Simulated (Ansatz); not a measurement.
MnZn3:
```yaml
crystal:
  lattice:
    - [3.80945, 0.00000, 0.00000]
    - [0.00000, 3.80945, 0.00000]
    - [0.00000, 0.00000, 3.80945]
  atoms:
    - { symbol: Mn, position: [0.00000, 0.00000, 0.00000] }
    - { symbol: Zn, position: [0.00000, 0.50000, 0.50000] }
    - { symbol: Zn, position: [0.50000, 0.00000, 0.50000] }
    - { symbol: Zn, position: [0.50000, 0.50000, 0.00000] }
```
The run is spin-polarised; directions of the spins, atom by atom: ↑ 0 0 0.

Relaxed with r²SCAN.

### Question
Give the Bader charges and basin volumes of the independent atoms, r²SCAN (plane waves, PAW; program Ansatz).

### Answer


```
atom  Bader charge (e)  Bader volume (Å³)
----  ----------------  -----------------
Mn1              +0.44               12.8
Zn2              -0.15               14.2
```

Space group Pm-3m (Cu3Au type). The workflow started from an entry of the Crystallography Open Database (COD). Its standing as an ambient phase is unchecked. Symmetry was held in the r²SCAN relaxation; whether a distortion lowers the energy is not shown. The final state is ferromagnetic, the only order run, not a proven ground state. The cell computed holds one magnetic atom, so no antiferromagnetic order was within reach. Other orbital occupations within this spin state were not tried.

Potentials: the later of the program's two PAW sets.
